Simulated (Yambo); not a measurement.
G0W0@LDA for KSO2F (space group P2_1/m, No. 11) in Yambo. Reference settings: 2×2×2 Γ-centred k mesh, 269 bands and a 7 Ry block in the screening, 269 bands in G with the Bruneval-Gonze terminator, plasmon pole fitted at 27.2 eV. The LDA gap (-0.5, 0, -0.5) → (-0.5, 0, 0) on this mesh is 3.92 eV; G0W0 gaps are taken between the same points.

The settings were changed. The gap went from 7.46 eV to 7.54 eV, and the shift of the valence edge from -1.67 eV to -1.66 eV.

Name the change that produced these shifts.
A. 175 bands in G, no terminator
B. pole fitted at 10 eV
C. no terminator
D. 3 Ry block

D, 3 Ry block. The others gave (gap, valence shift): no terminator: 7.46, -1.49 eV; pole fitted at 10 eV: 7.35, -1.55 eV; 175 bands in G, no terminator: 7.48, -1.34 eV.

Geometry of the Materials Project entry, not relaxed at this level; primitive cell a = 4.709 Å, b = 5.816 Å, c = 7.151 Å, α = 90.00°, β = 108.35°, γ = 90.00°.

A shift is the quasiparticle energy of the state minus its LDA energy.
